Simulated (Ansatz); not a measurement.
AlCo (rock salt, Fm-3m) under volume change, DFT-PBE in the program Ansatz with PAW potentials, scaled uniformly.

```tsv
V (Å³/atom)	E − E(relaxed) (meV/atom)	P (GPa)
12.484	49.2	13.85
12.896	20.7	8.50
13.308	4.9	3.92
13.719	0.0	0.01
14.131	4.4	-3.34
14.542	16.8	-6.21
14.954	35.9	-8.66
```

What does a third-order Birch–Murnaghan fit give for V₀, B₀ and B′?

V₀ = 13.72 Å³/atom, B₀ = 120 GPa, B′ = 4.2.

The start of the workflow was typed in or built on a structure type; neither database checked (COD, Materials Project) lists it. Whether it is the stable phase at ambient conditions was not checked. Symmetry was held in the PBE relaxation; its stability against distortions is not shown here. The workflow began spin-polarised and lost its moments. Its formation energy is positive at this level, so the cell may be metastable or incomplete.

Potentials: the earlier of the program's two PAW sets.
